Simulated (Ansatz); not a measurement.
Q: ZnO in space group P6_3mc (No. 186; Zn on 2a, Zn on 2b, O on 2a, O on 2b) is relaxed with DFT-PBEsol in the program Ansatz with PAW potentials. What lattice parameters of the conventional cell result?

A: a = 3.222 Å, c = 10.471 Å.

Q: Give the free coordinates with the occupied sites.

A: In one choice of origin and axes:

| atom | site | symmetry | x | y | z |
|---|---|---|---|---|---|
| Zn | 2a | 3m. | 0.0000 | 0.0000 | 0.0007 |
| Zn | 2b | 3m. | 0.3333 | 0.6667 | 0.2505 |
| O | 2a | 3m. | 0.0000 | 0.0000 | 0.3121 |
| O | 2b | 3m. | 0.3333 | 0.6667 | 0.0623 |

Q: Is it a metal or does it have a gap at this level?

A: A gap of 0.65 eV, direct.

A made-up cell: these elements were put on the sites of a structure type. Its sites differ from those of the usual phase in this space group: another stacking or structure type. The cell was relaxed with PBEsol under the symmetry of its start; its stability against distortions is not shown here.

Potentials: the later of the program's two PAW sets.
